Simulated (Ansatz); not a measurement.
V, DFT, PBEsol, all-electron LAPW, scalar-relativistic (Ansatz 0.2.0), run on 1 thread of Arm Neoverse V1 on a shared host.

The geometry is COD entry 7101267, unchecked; take it as a test cell. The listed cell was then made from it by scaling, straining or moving an atom.

Command: `ansatz run input.yaml --threads 1 --pin off --max-ram 3072MiB --backend cpu --events-out ev --progress --plain --runs-dir out`

```yaml
crystal:
  lattice:
    - [-1.5426742003, 1.5426742003, 1.5426742003]
    - [1.5426742003, -1.5426742003, 1.5426742003]
    - [1.5426742003, 1.5426742003, -1.5426742003]
  atoms:
    - { symbol: V, position: [0.0, 0.0, 0.0], spin: 1.5 }
magnetization:
  spin_polarized: true
kpoints:
  mp_grid: { grid: [19, 19, 19] }
  band_path:
    path:
      - [0.0, 0.0, 0.0]
      - [0.5, -0.5, 0.5]
      - [0.0, 0.0, 0.5]
      - [0.0, 0.0, 0.0]
      - [0.25, 0.25, 0.25]
      - [0.5, -0.5, 0.5]
      - [0.25, 0.25, 0.25]
      - [0.0, 0.0, 0.5]
    npoints: 5
scf:
  occupations: { method: fermi_dirac, width: 0.03 }
hamiltonian:
  xc: pbesol
  pseudopotentials: { kind: all_electron, lapw: { basis_error: 0.001 } }
output:
  forces: true
  stress: true
  eigenvalues: true
```

(1) How large is the problem that the program sets up?

(2) Estimate the wall time and the peak memory.

Results:

(1) 220 irreducible k-points, 135 plane waves at Γ, 12 bands.

(2) 31 s of wall time for 10 SCF iterations, with a peak of 0.44 GiB. Times on shared machines scatter by tens of per cent.
